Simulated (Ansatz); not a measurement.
GaMo2N:
```cif
data_Ga2Mo4N2
_chemical_formula_sum 'Ga2 Mo4 N2'
_space_group_name_H-M_alt 'P63/mmc'
_space_group_IT_number 194
_space_group_name_Hall '-P 6c 2c'
_cell_length_a 2.87283
_cell_length_b 2.87283
_cell_length_c 14.42501
_cell_angle_alpha 90.000
_cell_angle_beta 90.000
_cell_angle_gamma 120.000
loop_
_atom_site_label
_atom_site_type_symbol
_atom_site_symmetry_multiplicity
_atom_site_Wyckoff_symbol
_atom_site_fract_x
_atom_site_fract_y
_atom_site_fract_z
_atom_site_occupancy
Ga1 Ga 2 d 0.66667 0.33333 0.25000 1
Mo1 Mo 4 f 0.33333 0.66667 0.09562 1
N1 N 2 a 0.00000 0.00000 0.00000 1
```

Relaxed at zero pressure with PBE (plane waves, PAW; program Ansatz).

Problem. The volume is lowered by 6 % and shape and atoms relax at that volume. What pressure results, and how do the axes share the change?

Solution. 15.7 GPa; a -2.4 %, b -2.4 %, c -1.3 %; the energy rises by 36 meV/atom.

Problem. Give the new structure.

Solution. 
Space group P6₃/mmc (No. 194); a = 2.8041 Å, b = 2.8041 Å, c = 14.2319 Å, α = 90.00°, β = 90.00°, γ = 120.00°

| atom | site | symmetry | x | y | z |
|---|---|---|---|---|---|
| Ga | 2d | -6m2 | 0.6667 | 0.3333 | 0.2500 |
| Mo | 4f | 3m. | 0.3333 | 0.6667 | 0.0974 |
| N | 2a | -3m. | 0.0000 | 0.0000 | 0.0000 |

The phase is kept; no other phase was compared at this pressure.

Space group P6_3/mmc. The start of the workflow was typed in or built on a structure type; neither database checked (COD, Materials Project) lists it. Whether it is the stable phase at ambient conditions was not checked. The cell was relaxed with PBE under the symmetry of its start; its stability against distortions is not shown here. The workflow began spin-polarised and lost its moments.

Potentials: the earlier of the program's two PAW sets.
